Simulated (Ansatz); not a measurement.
Re₂B:
```xyz
6
Lattice="4.1752 0.0000 0.0000 -2.0876 3.6158 0.0000 0.0000 0.0000 4.9018" Properties=species:S:1:pos:R:3 pbc="T T T"
B      0.0000     2.4105     1.2254
B      2.0876     1.2053     3.6763
Re     0.0000     0.0000     0.0000
Re     0.0000     0.0000     2.4509
Re     0.0000     2.4105     3.6763
Re     2.0876     1.2053     1.2254
```

Relaxed with PBE. Special points in fractions of this cell's reciprocal vectors: Γ (0.000, 0.000, 0.000); M (0.500, 0.000, 0.000); K (0.333, 0.333, 0.000); A (0.000, 0.000, 0.500); L (0.500, 0.000, 0.500); H (0.333, 0.333, 0.500).

Problem. List the band energies nearest the Fermi level at these points for PBE (plane waves, PAW; program Ansatz).

Solution. In eV from the Fermi level; about four levels below and three above (degenerate sets whole), none deeper than 8.9 eV; points with the same levels are listed once.

```tsv
k	below	above
Γ	-4.39 -4.39 -0.58 -0.58 -0.37	0.70 0.89 0.89
M	-2.30 -1.29 -1.27 -0.81	0.75 0.80 0.92
K	-1.62 -1.28 -0.92 -0.92	0.16 0.46 0.46
A	-4.33 -4.33 -4.33 -4.33 -1.65 -1.65	0.66 0.66 0.66 0.66
L	-0.26 -0.26 -0.05 -0.05	0.91 0.91 1.72 1.72
H	-1.65 -1.65 -0.09 -0.09	0.07 0.07 1.30 1.30
```

Space group P6_3/mmc. The cell is a constructed one: a structure type filled with these elements; neither database checked (COD, Materials Project) lists it. Whether it is the stable phase at ambient conditions was not checked. The cell was relaxed with PBE under the symmetry of its start; whether a distortion lowers the energy is not shown. The run is not spin-polarised. Scalar-relativistic: spin–orbit coupling is off unless named, which matters more the heavier the elements.

Potentials: the earlier of the program's two PAW sets.
